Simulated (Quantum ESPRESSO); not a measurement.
pw.x input (Quantum ESPRESSO 7.5; PBEsol, PseudoDojo standard norm-conserving files, scalar-relativistic):

```
&CONTROL
  calculation = 'scf'
  pseudo_dir = './pseudo'
  outdir = './out'
  tprnfor = .true.
  tstress = .true.
/
&SYSTEM
  ibrav = 0
  nat = 5
  ntyp = 3
  ecutwfc = 82.0
  ecutrho = 328.0
  occupations = 'smearing'
  smearing = 'fd'
  degauss = 0.002
  nbnd = 26
/
&ELECTRONS
  conv_thr = 5e-10
/
ATOMIC_SPECIES
C 12.0110 C.upf
K 39.0983 K.upf
Pd 106.4200 Pd.upf
CELL_PARAMETERS angstrom
  5.118180043000   0.000000000000   0.000000000000
 -2.559090021000   4.432473938000   0.000000000000
  0.000000000000   0.000000000000   5.258140000000
ATOMIC_POSITIONS crystal
C   0.000000000000   0.000000000000   0.620200000000
C   0.000000000000   0.000000000000   0.379800000000
K   0.666666667000   0.333333333000   0.720200000000
K   0.333333333000   0.666666667000   0.279800000000
Pd   0.000000000000   0.000000000000   0.000000000000
K_POINTS automatic
6 6 6 0 0 0
```

End of the output:

```

[...]
     the Fermi energy is     5.6344 ev
!    total energy              =    -413.70846433 Ry
     estimated scf accuracy    <          3.0E-10 Ry
     smearing contrib. (-TS)   =      -0.00000000 Ry
     internal energy E=F+TS    =    -413.70846433 Ry
     The total energy is F=E-TS. E is the sum of the following terms:
     one-electron contribution =    -256.77359970 Ry
     hartree contribution      =     140.60509459 Ry
     xc contribution           =     -74.61296130 Ry
     ewald contribution        =    -222.92699792 Ry
     convergence has been achieved in  13 iterations
     Forces acting on atoms (cartesian axes, Ry/au):
     atom    1 type  1   force =     0.00000000    0.00000000    0.02850886
     atom    2 type  1   force =     0.00000000    0.00000000   -0.02850886
     atom    3 type  2   force =     0.00000000   -0.00000000    0.00040878
     atom    4 type  2   force =    -0.00000000    0.00000000   -0.00040878
     atom    5 type  3   force =    -0.00000000    0.00000000    0.00000000
     Total force =     0.040322     Total SCF correction =     0.000051
     Computing stress (Cartesian axis) and pressure
          total   stress  (Ry/bohr**3)                   (kbar)     P=       -4.85
  -0.00003313   0.00000000   0.00000000           -4.87        0.00        0.00
   0.00000000  -0.00003313   0.00000000            0.00       -4.87        0.00
   0.00000000   0.00000000  -0.00003260            0.00        0.00       -4.80
```
In a gapped system the printed Fermi energy is only some level inside the gap.

Spin-orbit coupling is not included.

Geometry of the Materials Project entry, not relaxed at this level.
